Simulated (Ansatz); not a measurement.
Input and command of a plane-wave DFT calculation in Ansatz:

```yaml
crystal:
  lattice:
    - [-2.025, 2.025, 4.064125]
    - [2.025, -2.025, 4.064125]
    - [2.025, 2.025, -4.064125]
  atoms:
    - { symbol: Sn, position: [0.0, 0.0, 0.0] }
    - { symbol: F, position: [0.237, 0.237, 0.0] }
    - { symbol: F, position: [0.763, 0.763, 0.0] }
    - { symbol: F, position: [0.5, 0.0, 0.5] }
    - { symbol: F, position: [0.0, 0.5, 0.5] }
basis:
  ecutwfc: 500
kpoints:
  mp_grid: { grid: [8, 8, 8] }
hamiltonian:
  xc: r2scan
scf:
  occupations: { method: gaussian, width: 0.05 }
output:
  forces: true
  stress: true
  eigenvalues: true
```

```bash
ansatz run input.yaml --threads 1 --pin off --max-ram 2560MiB --backend cpu --events-out ev --progress --plain --runs-dir out
```

Processor: Arm Neoverse V1, 1 thread, on a host shared with other jobs.

How long does it run, and how much memory does it take?

About 18 s on 1 thread of Arm Neoverse V1, with other jobs on the host, peak memory 0.67 GiB. It solves 26 bands at 59 k points (the mesh reduced by symmetry) with about 1679 plane waves, in 7 SCF iterations.
